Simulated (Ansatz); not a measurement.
ZrSiS (space group P4/nmm)

```xyz
6
Lattice="3.4984 0.0000 0.0000 0.0000 3.4984 0.0000 0.0000 0.0000 7.9735" Properties=species:S:1:pos:R:3 pbc="T T T"
Zr     0.0000     1.7492     5.8095
Zr     1.7492     0.0000     2.1641
Si     0.0000     0.0000     0.0000
Si     1.7492     1.7492     0.0000
S      1.7492     0.0000     4.9459
S      0.0000     1.7492     3.0277
```

The slice is a (001) plane (indices of the conventional cell) through the point (0.000, 0.500, 0.380) (fractional), spanned by u = [100] and v = [010] in vectors of this cell: u (3.50 Å) and v (3.50 Å, at 90° to u). It covers one period; positions are fractions (u, v).

The numbers are results of LDA (plane waves to 420 eV, PAW, scalar-relativistic; Ansatz, a first-principles code), not measurements. k mesh 13×13×6. These are valence fields of a PAW run, semicore shells included where kept as valence: close to a nucleus they are smooth pseudo fields. The PAW data are Ansatz's earlier set. ZrSiS is run without spin polarisation. ZrSiS was relaxed with its symmetry unable to fall.

**Question.** Predict the map of the electrostatic potential energy of an electron, from the cell's mean on the slice.

**Answer.** 
```
|xxxxxxxxxxxx447799999999997744xxxxxxxxxx|
|xxxxxxxxxxxx557788888888887755xxxxxxxxxx|
|xxxxxxxxxx2255777777777777775522xxxxxxxx|
|xxxxxxxxxx4455665555555555665544xxxxxxxx|
|xxxxxx224455554433222222334455554422xxxx|
|4444555555553311000000000011335555555544|
|7777777766441100000000000000114466777777|
|9999887755330000xxxxxxxxxx00003355778899|
|9999887755220000xxxxxxxxxx00002255778899|
|9999887755220000xxxxxxxxxx00002255778899|
|9999887755220000xxxxxxxxxx00002255778899|
|9999887755330000xxxxxxxxxx00003355778899|
|7777777766441100000000000000114466777777|
|4444555555553311000000000011335555555544|
|xxxxxx224455554433222222334455554422xxxx|
|xxxxxxxxxx4455665555555555665544xxxxxxxx|
|xxxxxxxxxx2255777777777777775522xxxxxxxx|
|xxxxxxxxxxxx557788888888887755xxxxxxxxxx|
|xxxxxxxxxxxx447799999999997744xxxxxxxxxx|
|xxxxxxxxxxxx447799999999997744xxxxxxxxxx|
```
Scale: ten equal steps from 1.00 (start of '0') to 9.98 (end of '9'), in the order '0123456789'. Values: electrostatic potential energy of an electron, from the cell's mean, in eV. The map has 20 points along u (two characters each, u = 0 at the left) and 20 along v (v = 0 in the bottom row). Points within 1 Å of a nucleus are blanked (x), as the pseudised field means little there. Values under 1 eV are set to 1. The zero, the cell's mean, hangs on the PAW cores.
